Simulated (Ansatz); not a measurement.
TiSe:
```xyz
8
Lattice="6.4024 0.0000 0.0000 0.0000 3.4073 0.0000 0.0000 0.0000 6.1724" Properties=species:S:1:pos:R:3 pbc="T T T"
Ti     0.0427     0.8518     4.9692
Ti     3.1585     2.5555     1.8830
Ti     3.2439     0.8518     4.2894
Ti     6.3597     2.5555     1.2032
Se     1.3791     0.8518     2.6070
Se     1.8221     2.5555     5.6932
Se     4.5803     0.8518     0.4792
Se     5.0233     2.5555     3.5654
```

Relaxed with PBEsol. Special points in fractions of this cell's reciprocal vectors: Γ (0.000, 0.000, 0.000); X (0.500, 0.000, 0.000); S (0.500, 0.500, 0.000); Y (0.000, 0.500, 0.000); Z (0.000, 0.000, 0.500); U (0.500, 0.000, 0.500); R (0.500, 0.500, 0.500); T (0.000, 0.500, 0.500).

List the band energies nearest the Fermi level at these points for plane-wave PAW PBEsol (Ansatz code).

In eV from the Fermi level; about four levels below and three above (degenerate sets whole), none deeper than 8.9 eV; points with the same levels are listed once.

| k | below | above |
|---|---|---|
| Γ | -1.64 -1.22 -0.58 -0.25 | 0.09 0.27 0.48 |
| X | -1.09 -1.09 0.00 0.00 | 0.40 0.40 0.51 0.51 |
| S | -0.83 -0.83 -0.83 -0.83 | 1.11 1.11 1.11 1.11 |
| Y | -0.72 -0.72 -0.56 -0.56 | 0.32 0.32 0.63 0.63 |
| Z | -1.46 -1.46 -0.29 -0.29 | 0.07 0.07 0.66 0.66 |
| U | -1.18 -1.18 -0.23 -0.23 | 0.23 0.23 0.71 0.71 |
| R | -0.93 -0.93 -0.93 -0.93 | 1.12 1.12 1.12 1.12 |
| T | -1.55 -1.55 -0.64 -0.64 | 0.83 0.83 1.09 1.09 |

Space group Pnma. The workflow started from an entry of the Crystallography Open Database (COD), which files this formula under 2 space groups. Its standing as an ambient phase is unchecked. The cell was relaxed with PBEsol under the symmetry of its start; its stability against distortions is not shown here. The run is not spin-polarised. Scalar-relativistic: spin–orbit coupling is off unless named, which matters more the heavier the elements.

Potentials: the later of the program's two PAW sets.
